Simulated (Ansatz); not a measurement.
W:
```
W
1.0
   -1.58419     1.58419     1.58419
    1.58419    -1.58419     1.58419
    1.58419     1.58419    -1.58419
W
1
Direct
  0.00000   0.00000   0.00000
```

Relaxed with r²SCAN. Special points in fractions of this cell's reciprocal vectors: Γ (0.000, 0.000, 0.000); H (0.500, -0.500, 0.500); N (0.000, 0.000, 0.500); P (0.250, 0.250, 0.250).

**Question.** List the band energies nearest the Fermi level at these points for plane-wave PAW r²SCAN (Ansatz code).

**Answer.** In eV from the Fermi level; about four levels below and three above (degenerate sets whole), none deeper than 8.9 eV; … stands for higher levels left out; points with the same levels are listed once.

```
k              below           above
-  -----------------  --------------
Γ  -1.28 -1.28 -1.28     2.55 2.55 …
H        -5.98 -5.98  5.31 5.31 5.31
N        -6.52 -3.73  0.54 2.39 3.44
P  -3.16 -3.16 -3.16  3.62 3.62 7.21
```

Space group Im-3m (bcc (W type)). The r²SCAN relaxation kept the symmetry of its start. No spin polarisation was allowed. Scalar-relativistic: spin–orbit coupling is off unless named, which matters more the heavier the elements.

Potentials: the later of the program's two PAW sets.
